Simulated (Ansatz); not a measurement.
RuN$_{2}$:
```yaml
crystal:
  lattice:
    - [4.06210, 0.00000, 0.00000]
    - [0.00000, 4.85775, 0.00000]
    - [0.00000, 0.00000, 2.67297]
  atoms:
    - { symbol: Ru, position: [0.00000, 0.00000, 0.00000] }
    - { symbol: Ru, position: [0.50000, 0.50000, 0.50000] }
    - { symbol: N, position: [0.37743, 0.90751, 0.50000] }
    - { symbol: N, position: [0.62257, 0.09249, 0.50000] }
    - { symbol: N, position: [0.87743, 0.59249, 0.00000] }
    - { symbol: N, position: [0.12257, 0.40751, 0.00000] }
```

This is the PBEsol-relaxed structure. Cartesian axes are those of the cell as given.

Problem. All from DFT-PBEsol in the program Ansatz with PAW potentials, unless another level is named. Estimate the Young's modulus.

Solution. 469 GPa.

Problem. Give the elastic constants (relaxed ions, GPa).

Solution. C11 = 680, C22 = 835, C33 = 500, C12 = 170, C13 = 249, C23 = 90.1, C44 = 101, C55 = 299, C66 = 127.

Space group Pnnm. The workflow started from a Materials Project entry (that database holds measured and hypothetical structures alike); the Crystallography Open Database copy checked does not list it. Whether it is the stable phase at ambient conditions was not checked. Symmetry was held in the PBEsol relaxation; its stability against distortions is not shown here. The run is not spin-polarised. Its formation energy is positive at this level, so the cell may be metastable or incomplete. As this level gives no gap, shear constants depend on the k-mesh and smearing (Fermi–Dirac, 0.1 eV here). On the denser mesh and wider smearing of the elastic run this cell carries a stress of 0.4 GPa.

Potentials: the later of the program's two PAW sets.
